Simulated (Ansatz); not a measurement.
AlB3P4 as one 8-atom ordering (R3m) on the zincblende lattice: a single-point calculation in the plane-wave code Ansatz (r2SCAN). The geometry is the r2SCAN minimum.

```yaml
crystal:
  lattice:
    - [1.6763120254, 0.9678191991, 11.2565671866]
    - [-1.6763120254, 0.9678191991, 11.2565671866]
    - [0.0, -1.9356383982, 11.2565671866]
  atoms:
    - { symbol: B, position: [0.9939221394, -0.0060778606, -0.0060778606] }
    - { symbol: B, position: [0.2505335939, 0.2505335939, 0.2505335939] }
    - { symbol: B, position: [0.5068872827, 0.5068872827, 0.5068872827] }
    - { symbol: Al, position: [0.7509995186, 0.7509995186, 0.7509995186] }
    - { symbol: P, position: [0.3088084242, 0.3088084242, 0.3088084242] }
    - { symbol: P, position: [0.5651436321, 0.5651436321, 0.5651436321] }
    - { symbol: P, position: [0.821405365, 0.821405365, 0.821405365] }
    - { symbol: P, position: [0.0523000441, 0.0523000441, 0.0523000441] }
kpoints:
  mp_grid: { grid: [8, 8, 8] }
  band_path:
    path:
      - [0.0, 0.0, 0.0]
      - [-0.5, -0.5, -0.5]
      - [-0.5, -0.171594832, -0.828405168]
      - [-0.171594832, 0.171594832, -0.5]
      - [0.0, 0.0, -0.5]
      - [0.0, 0.335797416, -0.335797416]
      - [-0.335797416, 0.0, -0.664202584]
      - [-0.5, 0.0, -0.5]
      - [0.25, 0.25, -0.5]
    npoints: 1
hamiltonian:
  xc: r2scan
scf:
  occupations: { method: fermi_dirac, width: 0.02 }
  n_extra_bands: 6
output:
  forces: true
  stress: true
  eigenvalues: true
  write_density: true
  write_potential: true
  elf: true
  volumetric_format: npy
```

In the abridged output below, numbers in square brackets stand for lines, or ends of lines, that were taken out.
```
scf.n_extra_bands = 6 over 16 filled bands (N_el = 32.0): the run solves 22 bands
Pseudopotential: B, paw, valence charge 3, recommended cutoff 500 eV (meta_gga)
Pseudopotential: Al, paw, valence charge 3, recommended cutoff 500 eV (meta_gga)
Pseudopotential: P, paw, valence charge 5, recommended cutoff 500 eV (meta_gga)
Functional definition: r2SCAN
Crystal: 8 atoms, lattice volume = 109.574 Å³
[1]
Symmetry: 6 space group operations
Space group: R3m (ITA 160)
k-points: 65 of 512 (time reversal used)
SCF 1 converged in 7 iterations: F = -4049.335457 eV  dr2 = 3.84e-9
NSCF: frozen V_eff on 9 k-points
Free energy (F): -4049.335457 eV
Internal energy: -4049.335416 eV  (E = F + TS)
E sigma→0 (E₀):  -4049.335436 eV
Entropy (-TS):   -0.000041 eV (-0.005 meV/atom)
[2]
--- Per-component energies (eV) ---
  E_band       = 54.181567
  E_kinetic    = 453.251435
  E_local      = -355.535483
  E_nonlocal   = 176.590786
  E_hartree    = 111.578329
  E_xc         = -367.324078
  E_vxc        = -418.658798
  E_paw        = -3016.726902
  E_vpaw       = -43.401621
  E_vtau       = 18.778819
  E_ewald      = -1050.690696
  E_core_change = -0.478803
  E_smearing   = -0.000041
--- Forces (eV/Å), atoms counted from 1 ---
  atom   1  B       0.00000      0.00000      0.00007
  atom   2  B       0.00000      0.00000    -0.00259
  atom   3  B       0.00000      0.00000    -0.00334
  atom   4  Al      0.00000      0.00000      0.00085
  atom   5  P       0.00000      0.00000    -0.00213
  atom   6  P       0.00000      0.00000      0.00242
  atom   7  P       0.00000      0.00000      0.00324
  atom   8  P       0.00000      0.00000      0.00147
--- Stress (GPa, compression-positive) ---
[3]
--- Band table (eV; the first three rows and the last of 65) ---
[4]
```

The rows of the band table are 0: (0, 0, 0) = Γ, 1: (0, 0, 1/8), 2: (0, 0, 1/4), 64: (-1/2, -1/2, -1/2) = T.

Task: Give the withheld lines. They hold the Fermi energy and the band table, the stress, cutoff and plane waves at Γ.

Result:
```
[1]
Basis set: ecut = 500 eV, 2747 PW (Γ), FFT grids on a1−a2, a2, −a2+a3
[2]
Fermi energy:    9.184259 eV
[3]
       -0.001610       0.000000       0.000000
        0.000000      -0.001610       0.000000
        0.000000       0.000000       0.021288
  P = ⅓ Tr σ = 0.0060 GPa (0.060 kbar)
[4]
  k-point 0: bands = […, 6.4565, 7.2159, 7.2159, 7.6801, 9.0801, 9.0801, 10.8619, 10.9691, 11.3651, 11.4142, …]
  k-point 1: bands = […, 6.0259, 6.0401, 6.9415, 7.2803, 7.8581, 8.7114, 10.8701, 11.3116, 11.3650, 11.9142, …]
  k-point 2: bands = […, 4.6016, 5.2567, 5.5407, 6.2875, 6.8518, 8.0227, 9.8573, 10.6986, 11.4390, 11.8353, …]
  k-point 64: bands = […, 6.4435, 6.4435, 7.2393, 7.2393, 9.0364, 9.0364, 10.9131, 11.1702, 11.5851, 11.5851, …]
```
The trailing digits, and the zero of the energies, depend on the potentials and thresholds.

r2SCAN gives an indirect gap of 0.21 eV, from Γ to k = (1/8, 1/8, -1/4); the least direct gap is 1.67 eV at k = (1/4, 1/4, -1/2). The mean stress is close to zero (0.01 GPa).

Command: `ansatz run input.yaml --threads 4 --pin off --max-ram 6451MiB --backend cpu --events-out ev --progress --plain --runs-dir out`. Wall time 24 s on 4 threads of Intel(R) Xeon(R) Processor @ 2.50GHz (Skylake/Cascade Lake), on a shared host; peak host memory 0.68 GiB.

No spin polarisation and no zero-point or thermal motion; the cell was built from a prototype and may be hypothetical.
